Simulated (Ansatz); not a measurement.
LiZn, DFT, LDA, all-electron LAPW, scalar-relativistic (Ansatz 0.2.0), run on 1 thread of Arm Neoverse V1 on a shared host.

The geometry is COD entry 1539532, unchecked; take it as a test cell. It is an old determination, and later ones may differ. The listed cell was then made from it by scaling, straining or moving an atom.

Command: `ansatz run input.yaml --threads 1 --pin off --max-ram 4096MiB --backend cpu --events-out ev --progress --plain --runs-dir out`

```yaml
crystal:
  lattice:
    - [0.0, 3.111, 3.17322]
    - [3.111, 0.0, 3.17322]
    - [3.111, 3.111, 0.0]
  atoms:
    - { symbol: Li, position: [0.5, 0.5, 0.5] }
    - { symbol: Li, position: [0.75, 0.75, 0.75] }
    - { symbol: Zn, position: [0.0, 0.0, 0.0] }
    - { symbol: Zn, position: [0.25, 0.25, 0.25] }
kpoints:
  mp_grid: { grid: [9, 9, 9] }
  band_path:
    path:
      - [0.0, 0.0, 0.0]
      - [0.0, 0.5, 0.5]
      - [0.25, 0.75, 0.5]
      - [0.0, 0.5, 0.0]
      - [0.0, 0.0, 0.0]
      - [0.5, 0.5, 0.0]
      - [0.3701460977, 0.6298539023, 0.0]
      - [-0.3701460977, 0.3701460977, 0.0]
      - [0.0, 0.0, 0.0]
    npoints: 5
scf:
  occupations: { method: fermi_dirac, width: 0.08 }
hamiltonian:
  xc: lda
  pseudopotentials: { kind: all_electron, lapw: { basis_error: 0.0005 } }
output:
  forces: true
  stress: true
  eigenvalues: true
```

Task: How large is the problem that the program sets up?

Result: 75 irreducible k-points, 625 plane waves at Γ, 28 bands.

Task: Estimate the wall time and the peak memory.

Result: 57 s of wall time for 9 SCF iterations, with a peak of 0.58 GiB. Times on shared machines scatter by tens of per cent.
